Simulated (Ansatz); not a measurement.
## Sensitivity of the gradients in Bi₂S₃ to the input

Cell: an entry of the Crystallography Open Database (COD) (listed for 7.2 GPa), taken as it stands.

```cif
data_Bi2S3
_symmetry_space_group_name_H-M 'Pnma'
_symmetry_Int_Tables_number 62
_cell_length_a 10.7010
_cell_length_b 3.8655
_cell_length_c 10.5650
_cell_angle_alpha 90.000
_cell_angle_beta 90.000
_cell_angle_gamma 90.000
loop_
_atom_site_label
_atom_site_type_symbol
_atom_site_symmetry_multiplicity
_atom_site_Wyckoff_symbol
_atom_site_fract_x
_atom_site_fract_y
_atom_site_fract_z
Bi1 Bi 4 c 0.9971 0.2500 0.6744
Bi5 Bi 4 c 0.3275 0.2500 0.4674
S9 S 4 c 0.0493 0.2500 0.1296
S13 S 4 c 0.3745 0.2500 0.0607
S17 S 4 c 0.2232 0.2500 0.7990
```

One atom of each set is listed.

Reference run. Computed with Ansatz: DFT, PBE, plane waves and PAW, scalar-relativistic, 420 eV cutoff, Γ-centred 3×7×3 k-points, Fermi–Dirac smearing 0.02 eV.

Q: The input is changed as follows: `scf.eigensolver.kind`: not typed → davidson; `basis.precision`: not typed → f64; `scf.occupations.width`: 0.02 → 0.15; `kpoints.mp_grid.shift`: not typed → [0.5, 0.5, 0.5]. What happens to V_zz (10²¹ V/m²) and η?

A: 

| site | V_zz reference | η reference | V_zz changed | η changed |
| --- | --- | --- | --- | --- |
| Bi1 | 1.47 | 0.08 | 1.39 | 0.11 |
| Bi5 | -16.60 | 0.04 | -16.58 | 0.03 |
| S9 | -2.74 | 0.80 | -2.70 | 0.82 |
| S13 | -5.82 | 0.03 | -5.83 | 0.04 |
| S17 | 1.69 | 0.33 | 1.72 | 0.30 |

The largest change of V_zz is on Bi1, from 1.47 to 1.39. In per cent, |V_zz| changes by -6 to 0 on Bi, -1 to +2 on S (all sites that start above 0.5). SCF iterations: 7 and 6.

On the reference run: At this cell the PBE pressure is 11 GPa, so with PBE the cell would grow if it were relaxed. The largest force is 0.5 eV/Å, so the atoms aren't at the calculated equilibrium and relaxing them would move these values. Spin–orbit coupling is left out, which shifts gradients on Bi by a few per cent in wide-gap crystals, and can shift them far more where the calculated gap is small or absent, as here.
